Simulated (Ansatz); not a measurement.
**Nb3Sn in Ansatz, relaxation**

Input:

```yaml
crystal:
  lattice:
    - [5.29017814, 0.0, 0.0]
    - [0.0, 5.29017814, 0.0]
    - [0.0, 0.0, 5.29017814]
  atoms:
    - { symbol: Sn, position: [0.0, 0.0, 0.0] }
    - { symbol: Sn, position: [0.5, 0.5, 0.5] }
    - { symbol: Nb, position: [0.25, 0.0, 0.5] }
    - { symbol: Nb, position: [0.5, 0.75, 0.0] }
    - { symbol: Nb, position: [0.75, 0.0, 0.5] }
    - { symbol: Nb, position: [0.5, 0.25, 0.0] }
    - { symbol: Nb, position: [0.0, 0.5, 0.75] }
    - { symbol: Nb, position: [0.0, 0.5, 0.25] }
  symmetry: { tolerance: 0.0003 }
kpoints:
  mp_grid: { grid: [5, 5, 5], shift: [0, 0, 0] }
magnetization:
  spin_polarized: false
scf:
  occupations: { method: fermi_dirac, width: 0.05 }
  lower_state_search: "off"
hamiltonian:
  pseudopotentials: { kind: paw }
  xc: r2scan
basis:
  ecutwfc: 500
  fft_grid_basis: typed
relax:
  max_steps: 80
  cell: { p_target: 0.0 }
  f_tol: 0.03
output:
  forces: true
  stress: true
  eigenvalues: true
  bader: true
  populations: true
  elf: true
  write_potential: true
  volumetric_format: npy
  dos:
    e_range: [-12, 8]
    de: 0.05
    projected: { site_lists: { Nb: [Nb], Sn: [Sn] } }
checkpoint:
  read: saved_state
```

The command:

```bash
ansatz run input.yaml --threads 2 --pin off --max-ram 3584MiB --backend cpu --events-out ev --progress --plain --runs-dir out
```

Origin of the cell: a database entry, scaled a little.

The saved state is a converged single point of the same cell.

Steps («new basis» is an SCF on plane waves selected anew at the same cell):

| step | ΔF (meV/atom) | max force component (eV/Å) | P (GPa) | volume (Å³) | SCF iterations | step was |
| --- | --- | --- | --- | --- | --- | --- |
| 1 | 0.0 | 0.000 | 1.41 | 148.05 | 6 | accepted |
| 2 | 5.6 | 0.000 | -4.01 | 153.01 | 6 | rejected |
| 3 | -0.6 | 0.000 | -0.06 | 149.31 | 9 | accepted |
| 4 | -0.6 | 0.000 | 0.00 | 149.26 | 4 | accepted |
| 5 | -0.7 | 0.000 | 0.00 | 149.26 | 4 | new basis |

The starting structure.

Space group Pm-3n (No. 223); the run's cell has a = 5.290 Å, b = 5.290 Å, c = 5.290 Å, α = 90.00°, β = 90.00°, γ = 90.00°. Shortest distances: Nb–Nb 2.65 Å, Nb–Sn 2.96 Å.

The relaxed structure.

Space group Pm-3n (No. 223); the run's cell has a = 5.305 Å, b = 5.305 Å, c = 5.305 Å, α = 90.00°, β = 90.00°, γ = 90.00°. Shortest distances: Nb–Nb 2.65 Å, Nb–Sn 2.97 Å.

```yaml
crystal:
  lattice:
    - [5.30450, 0.00000, 0.00000]
    - [0.00000, 5.30450, 0.00000]
    - [0.00000, 0.00000, 5.30450]
  atoms:
    - { symbol: Sn, position: [0.00000, 0.00000, 0.00000] }
    - { symbol: Sn, position: [0.50000, 0.50000, 0.50000] }
    - { symbol: Nb, position: [0.25000, 0.00000, 0.50000] }
    - { symbol: Nb, position: [0.50000, 0.75000, 0.00000] }
    - { symbol: Nb, position: [0.75000, 0.00000, 0.50000] }
    - { symbol: Nb, position: [0.50000, 0.25000, 0.00000] }
    - { symbol: Nb, position: [0.00000, 0.50000, 0.75000] }
    - { symbol: Nb, position: [0.00000, 0.50000, 0.25000] }
```

- Free energy lowered by: 0.7 meV/atom
- Volume change: 0.81 %
- Final pressure: 0.00 GPa
- Relaxation steps listed: 5
- Formation energy (elements under the same functional, gases as molecules, uncorrected): -0.223 eV/atom

Caveats: no moments, though an odd count or open d shells may carry them; the relaxation held the start's symmetry, so the end may be a saddle point.

Time: 60 s on 2 threads of Intel(R) Xeon(R) Platinum 8375C CPU @ 2.90GHz (Ice Lake) (shared host), peak memory 0.84 GiB, from a saved density.
